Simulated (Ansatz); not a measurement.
Ca$_{3}$PbO (anti-perovskite, space group No. 221), the program Ansatz at the r²SCAN level (PAW), all energies at zero smearing, with the estimated change up to a 700 eV cutoff added, with one set of potentials and settings (totals compare only within such a set). Cell of 5 atoms (1 O, 1 Pb, 3 Ca): -17960.680 eV.

```json
[
 {"element": "O", "reference phase": "C2/m, 4 atoms in the cell, spin-polarised", "E (eV/atom)": "-566.0281"},
 {"element": "Pb", "reference phase": "Fm-3m, 1 atoms in the cell", "E (eV/atom)": "-11920.8594"},
 {"element": "Ca", "reference phase": "Fm-3m, 1 atoms in the cell", "E (eV/atom)": "-1821.6752"}
]
```

Formation energy per atom, worked out: (-17960.680 − 1×(-566.0281) − 1×(-11920.8594) − 3×(-1821.6752))/5 = -1.753 eV/atom (-169 kJ per mol of atoms), at 0 K, without zero-point energy or fitted corrections.

Space group Pm-3m (anti-perovskite). The workflow started from an entry of the Crystallography Open Database (COD). Its standing as an ambient phase is unchecked. The r²SCAN relaxation kept the symmetry of its start; its stability against distortions is not shown here. The references are the lowest solids computed at this level, not always the standard phases (solids in place of the gases). Spin–orbit coupling is left out wherever it is not named.

Potentials: the later of the program's two PAW sets.
